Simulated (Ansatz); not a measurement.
Values for one crystal, relaxed and computed with r²SCAN in the plane-wave PAW code Ansatz; other levels are named.

| Property | Value |
|---|---|
| Volume per atom | 10.56 Å³ |
| Band gap | 0.67 eV (indirect) |
| Smallest direct gap on the standard path | 1.03 eV |
| Bulk modulus (Birch–Murnaghan fit) | 111 GPa |
| HSE06 gap on the r²SCAN cell | 0.99 eV |
| Valence-band maximum | on the Γ–X line, 60 % of the way from Γ |
| Conduction-band minimum | on the Γ–M line, 82 % of the way from Γ (2 equivalent valleys) |

Q: Pick the material that matches.
(A) BAs, Pm-3n (B on 6c, As on 6d)
(B) BN, wurtzite
(C) BAs, zinc blende
(D) CaB2C2, I4/mcm (Ca on 4a, B on 8h, C on 8h)

A: D, CaB2C2, I4/mcm (Ca on 4a, B on 8h, C on 8h)

The workflow started from a Materials Project entry (that database holds measured and hypothetical structures alike); the Crystallography Open Database copy checked does not list it. With B and C taken as one species the cell has the higher symmetry P4/mmm, so it may be an ordered model of a mixed-site phase. Whether it is the stable phase at ambient conditions was not checked. The r²SCAN relaxation kept the symmetry of its start; whether a distortion lowers the energy is not shown.

Potentials: the later of the program's two PAW sets.
